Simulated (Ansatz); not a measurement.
Put Na₅CuTe₄ in F-43m (No. 216): Na on 16e and 4a; Cu on 4d; Te on 16e.

The calculation used DFT PBE, scalar-relativistic, plane waves, PAW (Ansatz). Cutoff 420 eV, Γ-centred mesh, Gaussian smearing, no spin polarisation.

The zero of energy is the elements' standard structures at the same level; no fitted shifts are applied.

Task: Which cell and coordinates does it relax to?

Result:

Space group F-43m (No. 216). a = 10.878 Å, b = 10.878 Å, c = 10.878 Å, α = 90.00°, β = 90.00°, γ = 90.00°
| atom | site | symmetry | x | y | z |
| --- | --- | --- | --- | --- | --- |
| Na | 16e | .3m | 0.3536 | 0.3536 | 0.1464 |
| Na | 4a | -43m | 0.0000 | 0.0000 | 0.0000 |
| Cu | 4d | -43m | 0.2500 | 0.2500 | 0.7500 |
| Te | 16e | .3m | 0.8835 | 0.3835 | 0.1165 |

Na on a site of symmetry 3m is surrounded by 1 Na at 2.76 Å and 3 Na at 3.19 Å; Na on a site of symmetry -43m is surrounded by 4 Na at 2.76 Å; Cu is surrounded by 4 Te at 2.52 Å; around Te lies 1 Cu at 2.52 Å. Another local minimum with the same sites may exist.

Task: And its energy and gap?

Result: The energy over the elements is +0.09 eV/atom and the gap on the 6×6×6 mesh of the 10-atom cell is 0 eV (a metal). It can't be a ground state, since the elements alone are lower.

The last run used Gaussian smearing of 0.10 eV. Spin–orbit coupling, which can matter for Te, is left out. The cell is a metal run without spin; a magnetic state may lie lower. The reference form of Te is held partly by dispersion forces, which this level lacks. Symmetry constrained the relaxation, so the result can be a saddle point.
